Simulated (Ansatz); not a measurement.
## MgAu4Se4Cl4O12 — quadrupolar parameters

The cell is a computed structure from the Materials Project (it need not be an observed phase), taken as it stands.

```yaml
crystal:
  lattice:
    - [4.85217, 0.00000, 0.00000]
    - [0.51828, 10.07073, 0.00000]
    - [0.00684, 1.08150, 11.09284]
  atoms:
    - { symbol: Mg, position: [0.21270, 0.86944, 0.12756] }
    - { symbol: Se, position: [0.72918, 0.83273, 0.32565] }
    - { symbol: Se, position: [0.09420, 0.72577, 0.88166] }
    - { symbol: Se, position: [0.80009, 0.29792, 0.07521] }
    - { symbol: Se, position: [0.36581, 0.15572, 0.72756] }
    - { symbol: Au, position: [0.00243, 0.57776, 0.17072] }
    - { symbol: Au, position: [0.91151, 0.01219, 0.96746] }
    - { symbol: Au, position: [0.99211, 0.41581, 0.80805] }
    - { symbol: Au, position: [0.07721, 0.99214, 0.51475] }
    - { symbol: Cl, position: [0.31115, 0.49934, 0.67338] }
    - { symbol: Cl, position: [0.74536, 0.47562, 0.32097] }
    - { symbol: Cl, position: [0.30016, 0.17535, 0.43317] }
    - { symbol: Cl, position: [0.85846, 0.80391, 0.59423] }
    - { symbol: O, position: [0.56330, 0.89975, 0.19895] }
    - { symbol: O, position: [0.69445, 0.34864, 0.92867] }
    - { symbol: O, position: [0.01919, 0.74901, 0.25450] }
    - { symbol: O, position: [0.03352, 0.16447, 0.06257] }
    - { symbol: O, position: [0.07195, 0.40668, 0.09388] }
    - { symbol: O, position: [0.82075, 0.83774, 0.89873] }
    - { symbol: O, position: [0.21961, 0.69521, 0.03888] }
    - { symbol: O, position: [0.02691, 0.23401, 0.74847] }
    - { symbol: O, position: [0.92942, 0.96765, 0.34426] }
    - { symbol: O, position: [0.88436, 0.59482, 0.87264] }
    - { symbol: O, position: [0.44901, 0.08461, 0.86477] }
    - { symbol: O, position: [0.22049, 0.00871, 0.68044] }
```

Sites (sets of like atoms) are named by element and the number of their first atom in this list.

The numbers come from a DFT calculation in Ansatz (PBE, plane waves and PAW, scalar-relativistic, 420 eV cutoff, Γ-centred 7×4×3 k-points, Fermi–Dirac smearing 0.05 eV).

C_Q = eQV_zz/h, which is 24.18 MHz for Q = 1 b and V_zz = 10²¹ V/m²; η = (V_xx − V_yy)/V_zz.

²⁵Mg: I = 5/2, Q = 199.4 mb; ¹⁹⁷Au: I = 3/2, Q = 547.0 mb; ³⁵Cl: I = 3/2, Q = -81.12 mb; ¹⁷O: I = 5/2, Q = -25.58 mb. Nuclear quadrupole moments: year-2017 set (Pyykkö).

Question: Give the quadrupolar parameters of the distinct sites.

Answer: 

```tsv
site	atoms (order as listed)	first shell	V_zz (10²¹ V/m²)	η	C_Q (MHz)
Mg	1	3 O at 1.93–2.10 Å; also 4 O at 3.00–3.26 Å	-2.11	0.84	-10.2
Se2	2	3 O at 1.69–1.82 Å	-29.8	0.40	–
Se3	3	3 O at 1.72–1.85 Å	-30.5	0.39	–
Se4	4	3 O at 1.73–1.78 Å	-31.5	0.23	–
Se5	5	3 O at 1.67–1.81 Å	-31.4	0.18	–
Au6	6	3 O at 2.01–2.11 Å, 1 Cl at 2.28 Å	-9.81	0.31	-130
Au7	7	2 O at 2.05–2.06 Å, angle 169°; also 4 O at 2.56–3.23 Å	20.7	0.61	274
Au8	8	3 O at 2.01–2.07 Å, 1 Cl at 2.29 Å; also 1 O at 3.20 Å	-9.75	0.67	-129
Au9	9	2 O at 2.00–2.07 Å, 2 Cl at 2.30–2.32 Å	11.71	0.49	155
Cl10	10	1 Au at 2.29 Å	31.0	0.01	-60.8
Cl11	11	1 Au at 2.28 Å	32.9	0.01	-64.6
Cl12	12	1 Au at 2.30 Å; also 1 Se at 3.28 Å	30.5	0.02	-59.9
Cl13	13	1 Au at 2.32 Å; also 1 Se at 3.04 Å	26.6	0.15	-52.1
O14	14	1 Se at 1.69 Å, 1 Mg at 1.93 Å, angle 133°; also 1 Au at 3.23 Å	13.26	0.05	-8.20
O15	15	1 Se at 1.73 Å, 1 Au at 2.07 Å, angle 117°	13.68	0.89	-8.46
O16	16	1 Se at 1.82 Å, 1 Mg at 2.03 Å, 1 Au at 2.05 Å	13.11	0.96	-8.11
O17	17	1 Se at 1.73 Å, 1 Au at 2.06 Å, angle 118°; also 1 Mg at 3.07 Å	14.30	0.83	-8.84
O18	18	1 Se at 1.78 Å, 1 Au at 2.01 Å, angle 121°; also 1 Au at 3.20 Å	-16.21	0.80	10.0
O19	19	1 Se at 1.72 Å, 1 Au at 2.05 Å, angle 116°; also 1 Mg at 3.23 Å	13.56	0.89	-8.39
O20	20	1 Se at 1.85 Å, 1 Mg at 2.10 Å, 1 Au at 2.11 Å	13.19	0.82	-8.16
O21	21	1 Se at 1.81 Å, 1 Au at 2.01 Å, angle 120°; also 1 Au at 3.22 Å	-16.14	0.84	9.98
O22	22	1 Se at 1.74 Å, 1 Au at 2.07 Å, angle 119°; also 1 Mg at 3.00 Å	13.49	0.79	-8.34
O23	23	1 Se at 1.72 Å, 1 Au at 2.05 Å, angle 126°	14.23	0.77	-8.80
O24	24	1 Se at 1.67 Å; also 2 Au at 2.56–2.95 Å	13.15	0.08	-8.13
O25	25	1 Se at 1.80 Å, 1 Au at 2.00 Å, angle 125°	15.29	0.96	-9.46
```

At Cl10, Cl11, Cl12 and Cl13 V_zz points along its bond to Au (within 3°) in each case. At Se2 and Se4 V_zz stands upright on the plane through its three neighbours (within 11°) in each case. At O14 V_zz points along the shorter of its two bonds, to Se (within 3°).

Se has no stable isotope with a ground-state quadrupole moment in the table, so no C_Q is given.

The largest force is 0.3 eV/Å, so the atoms aren't at the calculated equilibrium and relaxing them would move these values. Spin–orbit coupling is left out, which shifts gradients on Au by a few per cent in wide-gap crystals, and can shift them far more where the calculated gap is small or absent, as here. Where η is near 1 the sign of V_zz means little.

Hardware: 2 threads of Arm Neoverse V2 (aarch64; 8 cores open to the job, memory cap 5.0 GiB, no GPU), a shared host with a load of 0.4 a core. Wall time 6.4 min, CPU time 13 min, peak memory 2.7 GiB.
